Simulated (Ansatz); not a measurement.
TiN:
```
TiN
1.0
    0.00000     2.11619     2.11619
    2.11619     0.00000     2.11619
    2.11619     2.11619     0.00000
Ti N
1 1
Cartesian
  2.11619   2.11619   2.11619
  0.00000   0.00000   0.00000
```

Relaxed with r²SCAN.

Which orbitals make up the states near the Fermi level in r²SCAN in the plane-wave PAW code Ansatz?

Within 0.5 eV of the Fermi level: Ti 3d 85 %, N 2p 13 %. Projections are on Löwdin-orthogonalised atomic valence shells; empty p or d shells of many metals are not among them.

Tabulate the density of states.

States/eV per cell of 2 atoms, in 0.25 eV bins, energy from the Fermi level.

```tsv
E (eV)	total	Ti 3d	N 2p	N 2s
-7.85	0.42	0.11	0.24	0.01
-7.60	0.62	0.16	0.36	0.01
-7.35	1.02	0.25	0.61	0.01
-7.10	1.17	0.27	0.73	0.02
-6.85	1.35	0.28	0.89	0.02
-6.60	0.96	0.18	0.66	0.01
-6.35	0.96	0.14	0.72	0.01
-6.10	0.54	0.11	0.39	0.01
-5.85	3.05	0.92	2.01	0.02
-5.60	3.01	1.01	1.92	0.02
-5.35	2.68	0.86	1.75	0.01
-5.10	1.81	0.57	1.19	0.01
-4.85	1.45	0.44	0.96	0.01
-4.60	1.19	0.34	0.81	0.01
-4.35	1.01	0.27	0.71	0.00
-4.10	0.84	0.20	0.61	0.00
-3.85	0.71	0.15	0.55	0.00
-3.60	0.35	0.08	0.27	0.00
-3.35	0.19	0.04	0.14	0.00
-3.10	0.12	0.03	0.09	0.00
-2.85	0.10	0.03	0.06	0.00
-2.60	0.10	0.05	0.04	0.00
-2.35	0.10	0.08	0.02	0.00
-2.10	0.15	0.11	0.03	0.00
-1.85	0.20	0.15	0.04	0.00
-1.60	0.25	0.20	0.05	0.00
-1.35	0.31	0.25	0.06	0.00
-1.10	0.38	0.31	0.07	0.00
-0.85	0.47	0.39	0.08	0.00
-0.60	0.61	0.52	0.08	0.00
-0.35	0.70	0.59	0.09	0.00
-0.10	0.78	0.66	0.10	0.00
0.15	0.87	0.75	0.11	0.01
0.40	0.99	0.85	0.12	0.01
0.65	1.17	1.01	0.13	0.01
0.90	1.41	1.24	0.14	0.01
1.15	1.58	1.41	0.14	0.01
1.40	1.98	1.77	0.17	0.01
1.65	2.95	2.70	0.20	0.02
1.90	2.80	2.54	0.21	0.02
2.15	2.99	2.53	0.40	0.01
2.40	4.78	4.21	0.50	0.01
2.65	0.74	0.58	0.13	0.02
2.90	0.78	0.58	0.14	0.03
3.15	0.95	0.69	0.16	0.07
3.40	1.14	0.81	0.17	0.11
3.65	1.07	0.74	0.18	0.11
3.90	1.43	0.97	0.21	0.19
4.15	1.54	1.02	0.28	0.17
4.40	1.30	0.84	0.29	0.11
4.65	1.16	0.74	0.29	0.08
```

Space group Fm-3m (rock salt). Symmetry was held in the r²SCAN relaxation. The run is not spin-polarised. The volume moved by -19 % from the start of the relaxation. With an odd number of electrons in the cell and no spin polarisation, the count alone makes it a metal.

Potentials: the later of the program's two PAW sets.
